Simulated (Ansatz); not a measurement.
## BaZnPF: input and output

The input, for Ansatz 0.2.0 (plane waves, PAW):

```yaml
crystal:
  lattice:
    - [4.145766, 0.0, 0.0]
    - [0.0, 4.145766, 0.0]
    - [0.0, 0.0, 9.433369]
  atoms:
    - { symbol: Ba, position: [0.25, 0.25, 0.33177] }
    - { symbol: Ba, position: [0.75, 0.75, 0.66823] }
    - { symbol: Zn, position: [0.25, 0.75, 0.0] }
    - { symbol: Zn, position: [0.75, 0.25, 0.0] }
    - { symbol: P, position: [0.75, 0.75, 0.1491] }
    - { symbol: P, position: [0.25, 0.25, 0.8509] }
    - { symbol: F, position: [0.25, 0.75, 0.5] }
    - { symbol: F, position: [0.75, 0.25, 0.5] }
  symmetry: { tolerance: 0.0003 }
kpoints:
  mp_grid: { grid: [7, 7, 4], shift: [0, 0, 0] }
  band_path:
    path:
      - [0.0, 0.0, 0.0]
      - [0.0, 0.5, 0.0]
      - [0.5, 0.5, 0.0]
      - [0.0, 0.0, 0.0]
      - [0.0, 0.0, 0.5]
      - [0.0, 0.5, 0.5]
      - [0.5, 0.5, 0.5]
      - [0.0, 0.0, 0.5]
    npoints: 7
magnetization:
  noncollinear: true
  spin_orbit: true
scf:
  occupations: { method: fermi_dirac }
  lower_state_search: "off"
  max_iter: 200
hamiltonian:
  pseudopotentials: { kind: paw_fr }
  xc: r2scan
basis:
  ecutwfc: 500
  fft_grid_basis: typed
output:
  forces: true
  stress: true
  eigenvalues: true
  bader: true
  populations: true
  elf: true
  write_potential: true
  volumetric_format: npy
  dos:
    e_range: [-12, 8]
    de: 0.05
    projected: { site_lists: { Ba: [Ba], F: [F], P: [P], Zn: [Zn] } }
    method: { smearing: { sigma: 0.1, scheme: gaussian } }
checkpoint:
  read: saved_state
```

The run starts from an earlier solution of this cell. The state carries no moments; the state need not be the lowest.

Parts of the output:

```
Pseudopotentials: kind: paw_fr
Pseudopotential: Ba, paw_fr, valence charge 10, recommended cutoff 500 eV (meta_gga), Ba.paw.azcp#standard-fr
Pseudopotential: Zn, paw_fr, valence charge 12, recommended cutoff 500 eV (meta_gga), Zn.paw.azcp#standard-fr
Pseudopotential: P, paw_fr, valence charge 5, recommended cutoff 500 eV (meta_gga), P.paw.azcp#standard-fr
Pseudopotential: F, paw_fr, valence charge 7, recommended cutoff 500 eV (meta_gga), F.paw.azcp#standard-fr
Functional definition: r2SCAN
  exchange = r2scan_x(k0 = k0, k1 = k1, a1 = a1)
  correlation = r2scan_c
Crystal: 8 atoms, lattice volume = 162.135 Å³
Basis set: ecut = 500 eV, 4131 PW (Γ), exchange–correlation on 128×128×288 points (64 copies of the dense FFT grid, shifted against one another)
Bands: 84, of which v1, the nominal top of the filled ones, is band 68 counted from 1 (67 counted from 0)
Symmetry: 16 space group operations + 16 with time reversal
Magnetic group: BNS 129.412 (UNI 1072), of the structure as read, at distance tolerance 1.6e-3 Å
k-points: 30 of 196
Initial density: read from a saved state, or passed on in memory by an earlier SCF of this step, an earlier step, the calling program or the single point that the run made first
Functional: x = r2scan, c = r2scan; τ floored in thin density (d = 2e-4 eV/Å³)
SCF iter   1: F=-21697.2861 eV  Δρ=6.14e-3  dr2=1.04e-2  dr2_τ=1.00e-1  dr2_m=0.00e0 (ungated)  |M|=0.00e0 ∫|m|=0.00e0 μB
SCF iter   2: F=-21697.3144 eV  Δρ=4.24e-3  dr2=4.21e-3  dr2_τ=1.42e-3  dr2_m=0.00e0 (ungated)  |M|=0.00e0 ∫|m|=0.00e0 μB  defer=4
SCF iter   3: F=-21697.3158 eV  Δρ=2.74e-3  dr2=1.35e-3  dr2_τ=5.77e-4  dr2_m=0.00e0 (ungated)  |M|=0.00e0 ∫|m|=0.00e0 μB  defer=4
SCF iter   4: F=-21697.3163 eV  Δρ=4.37e-4  dr2=1.35e-4  dr2_τ=9.79e-6  dr2_m=0.00e0 (ungated)  |M|=0.00e0 ∫|m|=0.00e0 μB  defer=4
SCF iter   5: F=-21697.3164 eV  Δρ=1.48e-4  dr2=3.04e-5  dr2_τ=3.32e-7  dr2_m=0.00e0 (ungated)  |M|=0.00e0 ∫|m|=0.00e0 μB  defer=4
SCF iter   6: F=-21697.3164 eV  Δρ=7.23e-5  dr2=8.40e-6  dr2_τ=1.21e-7  dr2_m=0.00e0 (ungated)  |M|=0.00e0 ∫|m|=0.00e0 μB  defer=4
SCF iter   7: F=-21697.3164 eV  Δρ=2.34e-5  dr2=8.18e-7  dr2_τ=1.13e-8  dr2_m=0.00e0 (ungated)  |M|=0.00e0 ∫|m|=0.00e0 μB  defer=4
SCF iter   8: F=-21697.3164 eV  Δρ=8.89e-6  dr2=1.43e-7  dr2_τ=1.49e-9  dr2_m=0.00e0 (ungated)  |M|=0.00e0 ∫|m|=0.00e0 μB  defer=4
SCF iter   9: F=-21697.3164 eV  Δρ=4.82e-6  dr2=3.98e-8  dr2_τ=4.08e-10  dr2_m=0.00e0 (ungated)  |M|=0.00e0 ∫|m|=0.00e0 μB
Magnetization: |M| = 0.0000 μB,  M = (+0.0000, +0.0000, +0.0000) μB
Absolute magnetization: 0.0000 μB (∫|m|)
  site 0: m = (+0.0000, +0.0000, +0.0000) μB, |m| = 0.0000 μB  (R = 1.08 Å)
  site 1: m = (+0.0000, +0.0000, +0.0000) μB, |m| = 0.0000 μB  (R = 1.08 Å)
  site 2: m = (+0.0000, +0.0000, +0.0000) μB, |m| = 0.0000 μB  (R = 1.03 Å)
  site 3: m = (+0.0000, +0.0000, +0.0000) μB, |m| = 0.0000 μB  (R = 1.03 Å)
  site 4: m = (+0.0000, +0.0000, +0.0000) μB, |m| = 0.0000 μB  (R = 1.03 Å)
  site 5: m = (+0.0000, +0.0000, +0.0000) μB, |m| = 0.0000 μB  (R = 1.03 Å)
  site 6: m = (+0.0000, +0.0000, +0.0000) μB, |m| = 0.0000 μB  (R = 1.08 Å)
  site 7: m = (+0.0000, +0.0000, +0.0000) μB, |m| = 0.0000 μB  (R = 1.08 Å)
Free energy (F): -21697.3164 eV
Harris-Foulkes:  -21697.3164 eV  (|F-HF|=1.43e-8)
Internal energy: -21697.3147 eV  (E = F + TS)
E sigma→0 (E₀):  -21697.3155 eV
Entropy (-TS):   -0.0017 eV (-0.217 meV/atom)
Fermi energy:    8.8708 eV
--- Per-component energies (eV) ---
  E_band       = -69.6023
  E_kinetic    = 1158.5136
  E_local      = -5942.1689  (includes V_loc(G=0)·N_el)
  E_nonlocal   = 1556.7346
  E_hartree    = 2463.4295
  E_xc         = -841.7539
  E_vxc        = -770.3847  (∫ρ·V_xc dr)
  E_paw        = -15726.4631  (= ΣΔE_a)
  E_vpaw       = -1042.3296  (= ΣTr[D̂ρ^β])
  E_aug_tail   = 0.0020  (compensation charges beyond the density's cutoff)
  E_vtau       = 43.1597  (kinetic-family band-sum trace: ∫τ·v_τ [+ j·A + Jᵃ·Aᵃ] dr)
  E_ewald      = -4365.1622
  E_core_change = -0.4462  (= ΣΔE_core)
  E_smearing   = -0.0017  (= −TS)
--- Forces (eV/Å), atoms counted from 1 ---
  atom   1  Ba     0.0000     0.0000    -0.0511
  atom   2  Ba     0.0000     0.0000     0.0511
  atom   3  Zn     0.0000     0.0000     0.0000
  atom   4  Zn     0.0000     0.0000     0.0000
  atom   5  P      0.0000     0.0000    -0.1466
  atom   6  P      0.0000     0.0000     0.1466
  atom   7  F      0.0000     0.0000     0.0000
  atom   8  F      0.0000     0.0000     0.0000
--- Stress (GPa, compression-positive) ---
        0.0627       0.0000       0.0000
        0.0000       0.0627       0.0000
        0.0000       0.0000       0.3113
  P = ⅓ Tr σ = 0.1456 GPa (1.456 kbar)
--- Löwdin populations: 8 sites ---
  site symbol       q [e]
     0     Ba      8.2951
     1     Ba      8.2951
     2     Zn     10.7983
     3     Zn     10.7983
     4      P      6.6107
     5      P      6.6107
     6      F      7.7954
     7      F      7.7954
  spilling = 0.0147 (of n_electrons = 68.0000)
```

Origin: a database entry at a rescaled volume.
